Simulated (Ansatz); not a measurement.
## Where the states of NbCd₃ lie

```cif
data_structure
_symmetry_space_group_name_H-M 'Pm-3m'
_symmetry_Int_Tables_number 221
_cell_length_a 4.3198
_cell_length_b 4.3198
_cell_length_c 4.3198
_cell_angle_alpha 90.000
_cell_angle_beta 90.000
_cell_angle_gamma 90.000
_cell_volume 80.61
loop_
_atom_site_label
_atom_site_type_symbol
_atom_site_symmetry_multiplicity
_atom_site_Wyckoff_symbol
_atom_site_fract_x
_atom_site_fract_y
_atom_site_fract_z
_atom_site_occupancy
Nb1 Nb 1 a 0.00000 0.00000 0.00000 1
Cd1 Cd 3 c 0.50000 0.50000 0.00000 1
```

The runs use the primitive cell with vectors (4.320, 0.000, 0.000), (0.000, 4.320, 0.000), (0.000, 0.000, 4.320) Å, to which the k mesh refers.

Structure from Materials Project entry mp-11309 (possibly hypothetical), not relaxed further.

Spin polarisation is left out, and whether a magnetic state lies lower isn't shown here.

Theory: DFT, PBEsol, all-electron LAPW, scalar-relativistic (Ansatz 0.2.0).

The runs use a Γ-centred 9×9×9 k mesh, Fermi–Dirac smearing of 0.03 eV, basis error target 0.5 meV/atom, no spin polarisation.

States per eV and cell, averaged over 0.6 eV, from -9.4 to 3.6 eV, with energies (bin centres) from the Fermi level; empty bins are left out. The partial columns, the largest 3 alone, are projections on Löwdin-orthogonalised atomic shells (those that the program's projection atoms carry: the occupied ones and, for some elements, an empty d or f shell; other empty shells have no column), summed over atoms of an element. Weights on diffuse s and p shells depend on that basis and aren't pure angular character.

| E (eV) | total | Cd 4d | Nb 4d | Cd 5s |
| --- | --- | --- | --- | --- |
| -9.2 | 4.59 | 4.45 | 0.03 | 0.09 |
| -8.6 | 19.92 | 19.40 | 0.20 | 0.21 |
| -8.0 | 22.07 | 21.58 | 0.12 | 0.25 |
| -7.4 | 3.90 | 3.58 | 0.00 | 0.22 |
| -6.8 | 0.51 | 0.05 | 0.01 | 0.33 |
| -6.2 | 0.76 | 0.06 | 0.04 | 0.54 |
| -5.6 | 0.75 | 0.05 | 0.08 | 0.53 |
| -5.0 | 0.77 | 0.04 | 0.12 | 0.50 |
| -4.4 | 0.74 | 0.04 | 0.11 | 0.42 |
| -3.8 | 1.08 | 0.06 | 0.19 | 0.53 |
| -3.2 | 1.03 | 0.06 | 0.20 | 0.53 |
| -2.6 | 1.66 | 0.11 | 0.44 | 0.91 |
| -2.0 | 1.59 | 0.07 | 0.66 | 0.59 |
| -1.4 | 2.12 | 0.07 | 1.17 | 0.36 |
| -0.8 | 4.51 | 0.09 | 3.26 | 0.14 |
| -0.2 | 2.62 | 0.05 | 2.13 | 0.03 |
| 0.4 | 1.37 | 0.03 | 1.09 | 0.03 |
| 1.0 | 3.09 | 0.04 | 2.44 | 0.12 |
| 1.6 | 2.74 | 0.05 | 1.59 | 0.19 |
| 2.2 | 2.23 | 0.03 | 0.84 | 0.28 |
| 2.8 | 1.67 | 0.01 | 0.41 | 0.38 |
| 3.4 | 1.52 | 0.01 | 0.31 | 0.57 |

Which of the resolved shells contributes most within 0.3 eV of the Fermi level?

Nb 4d, with 81 % of all states there; Cd 4d follows with 2 %.

Where is the centre of the filled Cd 4d states between -14 eV and the top of the filled states?

-8.25 eV from the Fermi level.
